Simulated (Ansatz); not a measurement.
Total density of states per atom from PBE in the plane-wave PAW code Ansatz, in 0.25 eV bins, energy from the Fermi level:

(E (eV), states/eV/atom): (-7.85, 0.36); (-7.60, 0.27); (-7.35, 0.21); (-7.10, 0.16); (-6.85, 0.13); (-6.60, 0.10); (-6.35, 0.08); (-6.10, 0.06); (-5.85, 0.04); (-5.60, 0.03); (-5.35, 0.02); (-5.10, 0.14); (-4.85, 0.35); (-4.60, 0.44); (-4.35, 0.43); (-4.10, 0.49); (-3.85, 0.56); (-3.60, 0.67); (-3.35, 0.82); (-3.10, 0.82); (-2.85, 0.81); (-2.60, 0.81); (-2.35, 0.81); (-2.10, 0.82); (-1.85, 0.85); (-1.60, 0.78); (-1.35, 0.64); (-1.10, 0.61); (-0.85, 0.48); (-0.60, 0.38); (-0.35, 0.24); (-0.10, 0.06); (0.15, 0.08); (0.40, 0.44); (0.65, 0.84); (0.90, 0.82); (1.15, 0.68); (1.40, 0.64); (1.65, 0.66); (1.90, 0.84); (2.15, 1.02); (2.40, 0.68); (2.65, 0.59); (2.90, 0.62); (3.15, 0.71); (3.40, 0.75); (3.65, 0.55); (3.90, 0.45); (4.15, 0.55); (4.40, 0.83); (4.65, 0.88)

Which of these materials gives this?
(A) Ga, α-Ga
(B) InSb, zinc blende
(C) Sb, A7 (α-As type)
(D) AlCr2C, P6_3/mmc (Al on 2d, Cr on 4f, C on 2a)

C, Sb, A7 (α-As type). Within 0.5 eV of the Fermi level: Sb 5p 83 %, Sb 5s 14 %. Projections are on Löwdin-orthogonalised atomic valence shells; empty p or d shells of many metals are not among them.

Space group R-3m (A7 (α-As type)). The cell was relaxed with PBE under the symmetry of its start. Scalar-relativistic: spin–orbit coupling is off unless named, which matters more the heavier the elements.

Potentials: the earlier of the program's two PAW sets.
